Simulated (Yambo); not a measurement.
# Convergence of the G0W0 gap of NaYS2

G0W0@LDA for NaYS₂ (space group R-3m, No. 166) in Yambo. Reference settings: 4×4×4 Γ-centred k mesh, bands 3 to 129 and a 7 Ry block in the screening, 129 bands in G with the Bruneval-Gonze terminator, plasmon pole fitted at 27.2 eV. The LDA gap Γ → F on this mesh is 2.01 eV; G0W0 gaps are taken between the same points.

```json
[
 {"change from the reference": "reference settings", "G0W0 gap Γ → F (eV)": "3.68", "shift of the valence edge (eV)": "-0.92", "rough Yambo cost": "1"},
 {"change from the reference": "32 bands in W, 32 bands in G", "G0W0 gap Γ → F (eV)": "3.78", "shift of the valence edge (eV)": "-0.35", "rough Yambo cost": "about 1/6"},
 {"change from the reference": "49 bands in W, 49 bands in G", "G0W0 gap Γ → F (eV)": "3.74", "shift of the valence edge (eV)": "-0.63", "rough Yambo cost": "about 1/3"},
 {"change from the reference": "72 bands in W, 72 bands in G", "G0W0 gap Γ → F (eV)": "3.70", "shift of the valence edge (eV)": "-0.79", "rough Yambo cost": "about 1/2"},
 {"change from the reference": "100 bands in W, 100 bands in G", "G0W0 gap Γ → F (eV)": "3.69", "shift of the valence edge (eV)": "-0.87", "rough Yambo cost": "within a factor of two"},
 {"change from the reference": "32 bands in W, 32 bands in G, 4 Ry block", "G0W0 gap Γ → F (eV)": "3.72", "shift of the valence edge (eV)": "-0.31", "rough Yambo cost": "about 1/7"},
 {"change from the reference": "32 bands in W, 32 bands in G, 2 Ry block", "G0W0 gap Γ → F (eV)": "3.65", "shift of the valence edge (eV)": "-0.25", "rough Yambo cost": "about 1/7"},
 {"change from the reference": "32 bands in W, 32 bands in G, 6 Ry block", "G0W0 gap Γ → F (eV)": "3.76", "shift of the valence edge (eV)": "-0.34", "rough Yambo cost": "about 1/6"},
 {"change from the reference": "49 bands in W, 49 bands in G, 2 Ry block", "G0W0 gap Γ → F (eV)": "3.52", "shift of the valence edge (eV)": "-0.40", "rough Yambo cost": "about 1/3"},
 {"change from the reference": "72 bands in W, 72 bands in G, 3 Ry block", "G0W0 gap Γ → F (eV)": "3.50", "shift of the valence edge (eV)": "-0.58", "rough Yambo cost": "about 1/2"},
 {"change from the reference": "72 bands in W, 72 bands in G, 6 Ry block", "G0W0 gap Γ → F (eV)": "3.67", "shift of the valence edge (eV)": "-0.75", "rough Yambo cost": "about 1/2"},
 {"change from the reference": "100 bands in W, 100 bands in G, 2 Ry block", "G0W0 gap Γ → F (eV)": "3.40", "shift of the valence edge (eV)": "-0.49", "rough Yambo cost": "within a factor of two"},
 {"change from the reference": "100 bands in W, 100 bands in G, 4 Ry block", "G0W0 gap Γ → F (eV)": "3.55", "shift of the valence edge (eV)": "-0.73", "rough Yambo cost": "within a factor of two"},
 {"change from the reference": "3 Ry block", "G0W0 gap Γ → F (eV)": "3.44", "shift of the valence edge (eV)": "-0.65", "rough Yambo cost": "within a factor of two"},
 {"change from the reference": "2×2×2 mesh", "G0W0 gap Γ → F (eV)": "3.70", "shift of the valence edge (eV)": "-0.84", "rough Yambo cost": "about 1/20"}
]
```

The reference isn't shown to be the converged limit. Costs are rough (shared machines), scaled to the same edge states, and given only for runs that recompute the screening.

Geometry relaxed with LDA; primitive cell a = b = c = 6.8378 Å, α = β = γ = 33.12°.

A shift is the quasiparticle energy of the state minus its LDA energy.
